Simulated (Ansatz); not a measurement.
SiO2:
```cif
data_O18Si9
_chemical_formula_sum 'Si9 O18'
_space_group_name_H-M_alt 'R32 :H'
_space_group_IT_number 155
_space_group_name_Hall 'R 3 2"'
_cell_length_a 7.95754
_cell_length_b 7.95754
_cell_length_c 7.84905
_cell_angle_alpha 90.000
_cell_angle_beta 90.000
_cell_angle_gamma 120.000
loop_
_atom_site_label
_atom_site_type_symbol
_atom_site_symmetry_multiplicity
_atom_site_Wyckoff_symbol
_atom_site_fract_x
_atom_site_fract_y
_atom_site_fract_z
_atom_site_occupancy
Si1 Si 9 e 0.78467 0.78467 0.50000 1
O1 O 9 e 0.19043 0.19043 0.50000 1
O2 O 9 d 0.00000 0.33394 0.00000 1
```
(The calculation used a cell of 9 atoms; values per cell refer to that cell.)

This is the r²SCAN-relaxed structure.

All from r²SCAN (plane waves, PAW; program Ansatz), unless another level is named. Estimate the HSE06 gap on the r²SCAN cell.

7.46 eV.

Next, the hole effective mass?

1.8, 6.7, 6.7 mₑ (principal values).

And the conduction-band minimum?

at Γ.

The first step of the workflow began from a Materials Project structure, measured or hypothetical; the Crystallography Open Database copy checked does not list it. It is not the phase usual at ambient conditions (space group No. 92, 152, 154). The cell was relaxed with r²SCAN under the symmetry of its start; phonons show weakly imaginary modes.

Potentials: the earlier of the program's two PAW sets.
